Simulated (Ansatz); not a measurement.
# Ni (Fm-3m): majority and minority states

The source of the geometry is a structure as deposited in COD; atoms and cell stay fixed.

Functional, mesh and filling: LDA, 16×16×16 k mesh, Fermi–Dirac smearing of 0.1 eV. LAPW is all-electron LAPW in Ansatz 0.2.0. Site moments are integrated in spheres about the atoms.

The input and its command:

```yaml
crystal:
  lattice:
    - [0.0, 1.761935, 1.761935]
    - [1.761935, 0.0, 1.761935]
    - [1.761935, 1.761935, 0.0]
  atoms:
    - { symbol: Ni, position: [0.0, 0.0, 0.0], spin: 0.6 }
magnetization:
  spin_polarized: true
kpoints:
  mp_grid: { grid: [16, 16, 16] }
scf:
  occupations: { method: fermi_dirac, width: 0.1 }
  lower_state_search: "off"
hamiltonian:
  xc: lda
  pseudopotentials: { kind: all_electron, lapw: { basis_error: 0.0005 } }
output:
  forces: true
  stress: true
  eigenvalues: false
  populations: true
  dos: { projected: true, de: 0.1, e_range: [-8, 5] }
```

Command: `ansatz run input.yaml --threads 1 --pin off --max-ram 3072MiB --backend cpu --events-out ev --progress --plain --runs-dir out`

Question: Give the density of states by spin, smoothed by a Gaussian of 0.15 eV.

Answer: 
```json
{"E − E_F (eV)": "-7.00", "majority (states/eV/cell)": "0.06", "minority (states/eV/cell)": "0.06"}
{"E − E_F (eV)": "-6.60", "majority (states/eV/cell)": "0.07", "minority (states/eV/cell)": "0.07"}
{"E − E_F (eV)": "-6.20", "majority (states/eV/cell)": "0.08", "minority (states/eV/cell)": "0.08"}
{"E − E_F (eV)": "-5.80", "majority (states/eV/cell)": "0.10", "minority (states/eV/cell)": "0.09"}
{"E − E_F (eV)": "-5.40", "majority (states/eV/cell)": "0.13", "minority (states/eV/cell)": "0.11"}
{"E − E_F (eV)": "-5.00", "majority (states/eV/cell)": "0.21", "minority (states/eV/cell)": "0.14"}
{"E − E_F (eV)": "-4.60", "majority (states/eV/cell)": "0.44", "minority (states/eV/cell)": "0.23"}
{"E − E_F (eV)": "-4.20", "majority (states/eV/cell)": "0.63", "minority (states/eV/cell)": "0.43"}
{"E − E_F (eV)": "-3.80", "majority (states/eV/cell)": "0.93", "minority (states/eV/cell)": "0.53"}
{"E − E_F (eV)": "-3.40", "majority (states/eV/cell)": "0.84", "minority (states/eV/cell)": "0.80"}
{"E − E_F (eV)": "-3.00", "majority (states/eV/cell)": "0.95", "minority (states/eV/cell)": "0.80"}
{"E − E_F (eV)": "-2.60", "majority (states/eV/cell)": "1.30", "minority (states/eV/cell)": "0.83"}
{"E − E_F (eV)": "-2.20", "majority (states/eV/cell)": "1.52", "minority (states/eV/cell)": "1.16"}
{"E − E_F (eV)": "-1.80", "majority (states/eV/cell)": "1.11", "minority (states/eV/cell)": "1.36"}
{"E − E_F (eV)": "-1.40", "majority (states/eV/cell)": "1.31", "minority (states/eV/cell)": "1.29"}
{"E − E_F (eV)": "-1.00", "majority (states/eV/cell)": "1.31", "minority (states/eV/cell)": "1.09"}
{"E − E_F (eV)": "-0.60", "majority (states/eV/cell)": "1.76", "minority (states/eV/cell)": "1.24"}
{"E − E_F (eV)": "-0.20", "majority (states/eV/cell)": "0.36", "minority (states/eV/cell)": "1.29"}
{"E − E_F (eV)": "0.20", "majority (states/eV/cell)": "0.17", "minority (states/eV/cell)": "1.39"}
{"E − E_F (eV)": "0.60", "majority (states/eV/cell)": "0.16", "minority (states/eV/cell)": "0.24"}
{"E − E_F (eV)": "1.00", "majority (states/eV/cell)": "0.15", "minority (states/eV/cell)": "0.18"}
{"E − E_F (eV)": "1.40", "majority (states/eV/cell)": "0.14", "minority (states/eV/cell)": "0.17"}
{"E − E_F (eV)": "1.80", "majority (states/eV/cell)": "0.14", "minority (states/eV/cell)": "0.15"}
{"E − E_F (eV)": "2.20", "majority (states/eV/cell)": "0.13", "minority (states/eV/cell)": "0.15"}
{"E − E_F (eV)": "2.60", "majority (states/eV/cell)": "0.13", "minority (states/eV/cell)": "0.15"}
{"E − E_F (eV)": "3.00", "majority (states/eV/cell)": "0.12", "minority (states/eV/cell)": "0.13"}
{"E − E_F (eV)": "3.40", "majority (states/eV/cell)": "0.12", "minority (states/eV/cell)": "0.13"}
{"E − E_F (eV)": "3.80", "majority (states/eV/cell)": "0.10", "minority (states/eV/cell)": "0.12"}
{"E − E_F (eV)": "4.20", "majority (states/eV/cell)": "0.09", "minority (states/eV/cell)": "0.10"}
```
Site moments (μB): Ni 0.61. Cell moment 0.59 μB.

Löwdin populations of d and f shells (filled inner shells left out):

```json
{"shell": "Ni 3d", "up": "4.72", "down": "4.10"}
```

The Ansatz runs typed with the search for lower states off end where their start leads. These are results for the start and cell typed. The real compound can order otherwise, in a larger cell, or not at all, since semilocal functionals at zero temperature often overstate magnetism.
